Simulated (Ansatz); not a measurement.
Here is the system:

HfSiW:
```cif
data_Hf4Si4W4
_chemical_formula_sum 'Hf4 Si4 W4'
_space_group_name_H-M_alt 'Pnma'
_space_group_IT_number 62
_space_group_name_Hall '-P 2ac 2n'
_cell_length_a 6.90199
_cell_length_b 3.50660
_cell_length_c 8.15420
_cell_angle_alpha 90.000
_cell_angle_beta 90.000
_cell_angle_gamma 90.000
loop_
_space_group_symop_operation_xyz
  'x, y, z'
  '-x, -y, -z'
  '-x+1/2, -y, z+1/2'
  'x+1/2, y, -z+1/2'
  'x+1/2, -y+1/2, -z+1/2'
  '-x+1/2, y+1/2, z+1/2'
  '-x, y+1/2, -z'
  'x, -y+1/2, z'
loop_
_atom_site_label
_atom_site_type_symbol
_atom_site_symmetry_multiplicity
_atom_site_Wyckoff_symbol
_atom_site_fract_x
_atom_site_fract_y
_atom_site_fract_z
_atom_site_occupancy
Hf1 Hf 4 c 0.04178 0.25000 0.66682 1
Si1 Si 4 c 0.25619 0.25000 0.35991 1
W1 W 4 c 0.13318 0.25000 0.06039 1
```

This is the r²SCAN-relaxed structure.

### Question
All from plane-wave PAW r²SCAN (Ansatz code), unless another level is named. Give the electronic character.

### Answer
metallic (no gap).

### Question
What about the density of states at the Fermi level?

### Answer
0.35 states/eV per atom (mean over ±0.08 eV).

### Question
Next, the formation energy from the elements (no fitted shifts)?

### Answer
-0.65 eV/atom.

The first step of the workflow began from a Materials Project structure, measured or hypothetical; the Crystallography Open Database copy checked does not list it. Whether it is the stable phase at ambient conditions was not checked. The r²SCAN relaxation kept the symmetry of its start; its stability against distortions is not shown here. No spin polarisation was allowed. The references are the lowest solids computed at this level, not always the standard phases. Spin–orbit coupling is left out wherever it is not named.

Potentials: the earlier of the program's two PAW sets.
